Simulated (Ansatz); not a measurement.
Relaxed-ion elastic tensor of SrLi2SnS4 in space group I-42m (No. 121; Sn on 2a, Sr on 2b, Li on 4d, S on 8i) in GPa (Voigt order), plane-wave PAW LDA (Ansatz code); density 3.47 g/cm³, 20.82 Å³ per atom.

```
93.5  33.0  30.2   0.0   0.0   0.0
33.0  93.5  30.2   0.0   0.0   0.0
30.2  30.2  56.8   0.0   0.0   0.0
 0.0   0.0   0.0  22.2   0.0   0.0
 0.0   0.0   0.0   0.0  22.2   0.0
 0.0   0.0   0.0   0.0   0.0  25.6
```

Question: Is the crystal mechanically stable?

Answer: Yes: the smallest eigenvalue of C is 22.2 GPa.

Question: Work out the Voigt, Reuss and Hill averages.

Answer: K_V = 47.9, K_R = 45.0, K_H = 46.4; G_V = 24.0, G_R = 23.2, G_H = 23.6 GPa.

Question: Give Young's modulus, Poisson's ratio, Pugh's ratio and the universal anisotropy index.

Answer: E = 9KG/(3K + G) = 60.5 GPa; ν = 0.28; K/G = 1.97 (ductile by the Pugh limit of 1.75); A_U = 5G_V/G_R + K_V/K_R − 6 = 0.25.

Question: Estimate the sound speeds and the Debye temperature.

Answer: v_l = √((K + 4G/3)/ρ) = 4730 m/s, v_t = √(G/ρ) = 2610 m/s, mean 2900 m/s; Θ = (h/k)(3n/4πV)^(1/3) v_m = 314 K.

Question: Solve the Christoffel equation for the three sound speeds along x, y, z.

Answer: Eigenvalues of C_ijkl n_j n_l equal ρv² (piezoelectric stiffening left out). In km/s, slowest first: x 2.53, 2.71, 5.19; y 2.53, 2.71, 5.19; z 2.53, 2.53, 4.04.

Question: How much does each axis shrink under pressure?

Answer: Linear compressibilities β_i = Σ_j S_ij (j = 1 to 3): x 5.0, y 5.0, z 12 per TPa.

The workflow started from an entry of the Crystallography Open Database (COD, 296 K). Its standing as an ambient phase is unchecked. Symmetry was held in the LDA relaxation; phonons on a q-mesh show no instability. Spin–orbit coupling is left out wherever it is not named.

Potentials: the later of the program's two PAW sets.
